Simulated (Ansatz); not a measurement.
The calculation used DFT PBE, scalar-relativistic, plane waves, PAW in Ansatz. Settings: cutoff 420 eV, Γ-centred meshes spaced at most about 0.3 Å⁻¹, and about 0.25 Å⁻¹ or finer for metals (2π included), Gaussian smearing. No spin polarisation in the final relaxations.

Temperature and zero-point effects are left out.

Compare these two cells of HfBr2F2, each relaxed at this level.

1.

Space group P-3m1 (No. 164). a = 3.779 Å, b = 3.779 Å, c = 8.658 Å, α = 90.00°, β = 90.00°, γ = 120.00°
```json
{"atom": "Hf", "site": "1a", "symmetry": "-3m.", "x": "0.0000", "y": "0.0000", "z": "0.0000"}
{"atom": "Br", "site": "2d", "symmetry": "3m.", "x": "0.3333", "y": "0.6667", "z": "0.2648"}
{"atom": "F", "site": "2d", "symmetry": "3m.", "x": "0.3333", "y": "0.6667", "z": "0.9469"}
```

2.

Space group I4/mmm (No. 139). a = 3.313 Å, b = 3.313 Å, c = 15.718 Å, α = 90.00°, β = 90.00°, γ = 90.00°
| atom | site | symmetry | x | y | z |
| --- | --- | --- | --- | --- | --- |
| Hf | 2a | 4/mmm | 0.0000 | 0.0000 | 0.0000 |
| Br | 4e | 4mm | 0.0000 | 0.0000 | 0.3946 |
| F | 4d | -4m2 | 0.0000 | 0.5000 | 0.2500 |

Question: Which would you expect to be lower, and how large is the difference?

Answer: Cell 1 is lower, by 1.42 eV/atom. Cell 1 has space group P-3m1 (No. 164), 21.4 Å³/atom and a gap of 2.37 eV on its mesh; cell 2 has space group I4/mmm (No. 139), 17.3 Å³/atom and no gap. Counting Br or F atoms around Hf (for each partner element, those within 1.25 times its shortest distance or 1.15 times the sum of covalent radii, where it is the nearest in units of that sum or under 1.3), cell 1 has Hf 12 and cell 2 has Hf 8. In cell 1, Hf has 6 F at 2.23 Å and 6 Br at 3.16 Å; around Br lie 4 F at 2.75–2.85 Å and 3 Hf at 3.16 Å; F has 3 Hf at 2.23 Å, 3 F at 2.37 Å and 4 Br at 2.75–2.85 Å. In cell 2, around Hf lie 8 Br at 2.87 Å and 4 Hf at 3.31 Å; Br has 4 F at 2.81 Å, 4 Hf at 2.87 Å and 5 Br at 3.31 Å; F has 4 F at 2.34 Å and 4 Br at 2.81 Å (long contacts). Both come from invented guesses.

Weakly bound directions are ill-defined at this level, which has no dispersion term (P-3m1, I4/mmm), and this can change margins and order among such cells. Spin–orbit coupling, which can matter for Hf, is left out. Kohn–Sham gaps at this level usually fall short of measured ones. Cells relaxed within their symmetry can be saddle points.
